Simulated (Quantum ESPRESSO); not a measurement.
Al3ZnN3O, a curve over strain

Simulated, not a measurement. The program is pw.x of Quantum ESPRESSO 7.5 (plane-wave density functional theory). The cell is made up: 8 atoms on a wurtzite lattice, with randomly drawn elements, strain and displacements, not relaxed. PseudoDojo standard norm-conserving files (v0.5 for PBE, v0.4.1 for LDA and PBEsol) set the functional; there is no spin polarisation, spin-orbit coupling or dispersion term, and the masses in the input are unused placeholders.

Seven runs add a strain to one cell (shear xy, as the tensor component); the atoms follow the cell and are not relaxed. Stress in the table is positive in tension.

Input of the run at -0.0017:

```
&control calculation='scf', pseudo_dir='./dojo.nc.sr.pbe.v0_5.standard.upf', outdir='./o', disk_io='medium', tprnfor=.true., tstress=.true. /
&system ibrav=0, nat=8, ntyp=4, nbnd=31, ecutwfc=84.00895049, nosym=.true., tot_charge=0,
 occupations='smearing', smearing='fd', degauss=0.0018374661
/
&electrons conv_thr=7.350e-09, electron_maxstep=60, /
ATOMIC_SPECIES
Al 1.0 Al.upf
N 1.0 N.upf
O 1.0 O.upf
Zn 1.0 Zn.upf
CELL_PARAMETERS angstrom
3.1132 -0.0053 0.0
-0.0092 5.3923 0.0
0.0 0.0 5.0839
ATOMIC_POSITIONS angstrom
Al -0.1402 0.0434 -0.0091
Al 1.5656 2.6845 0.0953
Zn 1.5648 0.9367 2.4622
Al -0.0021 3.6166 2.4619
N 0.0824 -0.0954 1.9898
N 1.5602 2.6926 1.9155
O 1.5396 0.8799 4.4256
N -0.0078 3.6897 4.4053
K_POINTS automatic
6 4 4 1 1 1
```

| added strain | free energy less that of the input shown (eV) | stress xx (GPa) | stress yy (GPa) | stress zz (GPa) | stress xy (GPa) | pressure (GPa) | next band up at Gamma (eV) | iterations |
| --- | --- | --- | --- | --- | --- | --- | --- | --- |
| -0.0213 | 0.0919 | -6.37 | -16.38 | -2.03 | -7.16 | 8.26 | 0.805 | 12 |
| -0.0091 | 0.0201 | -6.16 | -15.98 | -2.00 | -3.58 | 8.05 | 0.798 | 12 |
| -0.0017 | 0.0000 | -6.16 | -15.88 | -2.01 | -1.42 | 8.02 | 0.790 | 12 |
| +0.0061 | -0.0022 | -6.28 | -15.88 | -2.02 | 0.85 | 8.06 | 0.778 | 12 |
| +0.0099 | 0.0038 | -6.38 | -15.91 | -2.04 | 1.96 | 8.11 | 0.772 | 12 |
| +0.0121 | 0.0097 | -6.45 | -15.95 | -2.05 | 2.61 | 8.15 | 0.767 | 12 |
| +0.0205 | 0.0452 | -6.79 | -16.16 | -2.09 | 5.06 | 8.35 | 0.750 | 12 |

A cubic fit gives a slope of stress xy against the added strain of 292 GPa at zero added strain, with the atoms clamped. Across the table the free energy follows the integral of the stress to within 0.5 meV. A rerun of one of the cells at 1437 eV and a 8 x 6 x 6 mesh moved values by no more than 0.002 eV in energy, 0.03 GPa in stress and 0.003 eV/Å in force. The band column is the level of band 26 at Gamma less that of band 25, whose number is half the electron count, rounded up; it comes from a band step after each run.